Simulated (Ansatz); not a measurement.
SrCl₂ in the CdCl2 structure (no longer in that coordination), relaxed with r2SCAN+rVV10, was run in the PAW code Ansatz under altered settings. All numbers are computed, without spin polarisation but where a row says otherwise.

```
Sr Cl
1.0
     2.45672    1.41839    4.01532
    -2.45672    1.41839    4.01532
     0.00000   -2.83678    4.01532
Sr Cl
1 2
Cartesian
  0.0000 0.0000 0.0000
  0.0000 0.0000 3.0109
  0.0000 0.0000 9.0350
```

The base run's other keys:
```yaml
kpoints:
  mp_grid: { grid: [4, 4, 4] }
hamiltonian:
  xc: pbe
scf:
  occupations: { method: fixed }
  n_extra_bands: 4
```

It takes 6 iterations with 1639 plane waves at 420 eV and 13 k points, and leaves a mean stress of +1.43 GPa. The gap over this mesh is 5.387 eV.

Outcomes, with energy and stress as changes against the base:
```tsv
setting	outcome	ΔF (meV/atom)	Δ mean stress (GPa)	gap on the mesh (eV)	iterations
basis.ecutrho_ratio: 2	converged, warned	+0.1	0.00	5.387	6
scf.n_bands: 12	refused	–	–	–	–
basis.ecutwfc: 250	converged, warned	+56	-0.01	5.380	6
scf.mixing.ndim: 30	converged	0.0	0.00	5.387	6
accuracy: high	converged	0.0	0.00	5.387	8
hamiltonian.dispersion: rvv10	refused	–	–	–	–
scf.mixing.beta: 5.0	refused	–	–	–	–
basis.ecutwfc: 600	converged	-0.1	0.00	5.387	6
basis.xc_grid: 1	converged	0.0	0.00	5.387	6
scf.convergence.dr2_threshold: 0.0001	converged, warned	0.0	0.0	5.387	6
scf.mixing.beta: 1.9	refused	–	–	–	–
hamiltonian.xc: b3pw	refused	–	–	–	–
hamiltonian.xc: lda	converged	–	-3.92	4.922	6
```
A dash marks a value that wasn't obtained or can't be compared. Stress is positive in compression.

- basis.ecutrho_ratio: 2. Energy, stress and gap stay within 1 meV an atom, 0.1 GPa and 0.005 eV of the base. The result hardly depends on this setting here. Warned: cutoff below recommended.
- scf.n_bands: 12. The input is refused before any iteration. Error: YAML parse error: line 17 column 3: unknown field `n_bands`, expected one of max_iter, algorithm, n_extra_bands, self_checks, convergence, lower_state_search, omitted_lower_state_checks, lower_solution_reach, mixing, occupations, eigensolver, initial_density, exx
- basis.ecutwfc: 250. 749 plane waves in place of 1639. The free energy moves by +56 meV an atom, the mean stress by -0.01 GPa and the gap on the mesh by -0.007 eV (to 5.380). The basis is too small: these are errors of the cutoff. Warned: cutoff below recommended.
- hamiltonian.dispersion: rvv10. It is rejected at once. Error: inconsistent input (hamiltonian.dispersion, hamiltonian.xc): `dispersion: rvv10` has no transferable b for PBE exchange — Sabatini et al. (2013) fitted b=6.3 to rPW86, and the PBE refits of Peng & Perdew (2017) are task-dependent (b=6.6 S22 / b=10.0 layered). Use `xc: {exchange: rpw86, correlation […]
- scf.mixing.beta: 5.0. The program doesn't start. Error: invalid value for `scf.mixing.beta`: must be finite and in (0, 1]; got 5
- scf.convergence.dr2_threshold: 0.0001. It converges in 6 iterations, as the base does. Even so loose a threshold leaves the results unchanged here, which can't be counted on. Warned: force scf threshold loose, stress scf threshold loose.
- scf.mixing.beta: 1.9. The program doesn't start. Error: invalid value for `scf.mixing.beta`: must be finite and in (0, 1]; got 1.9
- hamiltonian.xc: b3pw. It is rejected at once. Error: YAML parse error: line 13 column 7: hamiltonian.xc: unknown variant `b3pw`, expected one of […]
- hamiltonian.xc: lda. The mean stress moves by -3.92 GPa and the gap on the mesh by -0.465 eV (to 4.922). It's another functional on the same cell, so totals aren't comparable.

Within 1 meV an atom, 0.1 GPa and 0.005 eV of the base stay: basis.ecutrho_ratio: 2; scf.mixing.ndim: 30; accuracy: high; basis.ecutwfc: 600; basis.xc_grid: 1; scf.convergence.dr2_threshold: 0.0001.
